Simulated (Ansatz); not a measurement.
WO3 in space group P2_1/c (No. 14; W on 4e, O on 4e, O on 4e, O on 4e), LDA (plane waves, PAW; program Ansatz), all energies at zero smearing, with the estimated change up to a 700 eV cutoff added, with one set of potentials and settings (totals compare only within such a set). Cell of 16 atoms (4 W, 12 O): -47187.169 eV.

```csv
element,reference phase,E (eV/atom)
W,"Im-3m, 1 atoms in the cell",-10129.8416
O,"C2/m, 4 atoms in the cell, spin-polarised",-552.6518
```

Formation energy per atom, worked out: (-47187.169 − 4×(-10129.8416) − 12×(-552.6518))/16 = -2.249 eV/atom (-217 kJ per mol of atoms), at 0 K, without zero-point energy or fitted corrections.

The workflow started from a Materials Project entry (that database holds measured and hypothetical structures alike); the Crystallography Open Database files this formula in space group No. 14, but the cells were not matched. Its standing as an ambient phase is unchecked. The LDA relaxation kept the symmetry of its start; its stability against distortions is not shown here. No spin polarisation was allowed. No Hubbard U is applied. The references are the lowest solids computed at this level, not always the standard phases (solids in place of the gases). Scalar-relativistic: spin–orbit coupling is off unless named, which matters more the heavier the elements.

Potentials: the later of the program's two PAW sets.
